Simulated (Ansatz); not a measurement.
CuPd:
```yaml
crystal:
  lattice:
    - [2.97975, 0.00000, 0.00000]
    - [0.00000, 2.97975, 0.00000]
    - [0.00000, 0.00000, 2.97975]
  atoms:
    - { symbol: Cu, position: [0.00000, 0.00000, 0.00000] }
    - { symbol: Pd, position: [0.50000, 0.50000, 0.50000] }
```

Relaxed with r²SCAN. Special points in fractions of this cell's reciprocal vectors: Γ (0.000, 0.000, 0.000); X (0.000, 0.500, 0.000); M (0.500, 0.500, 0.000); R (0.500, 0.500, 0.500).

**Question.** List the band energies nearest the Fermi level at these points for r²SCAN with spin–orbit coupling (plane waves, PAW; program Ansatz).

**Answer.** In eV from the Fermi level; about four levels below and three above (degenerate sets whole), none deeper than 8.9 eV; points with the same levels are listed once.

```tsv
k	below	above
Γ	-0.25 -0.25 -0.25 -0.25	0.02 0.02 9.16 9.16
X	-1.08 -1.08 -0.59 -0.59	1.20 1.20 15.16 15.16
M	-0.35 -0.35 -0.01 -0.01	0.06 0.06 0.92 0.92
R	-0.25 -0.25 -0.25 -0.25	6.94 6.94 8.06 8.06
```

Space group Pm-3m (CsCl type). The workflow started from an entry of the Crystallography Open Database (COD). Its standing as an ambient phase is unchecked. Symmetry was held in the r²SCAN relaxation; whether a distortion lowers the energy is not shown. No spin polarisation was allowed.

Potentials: the later of the program's two PAW sets.
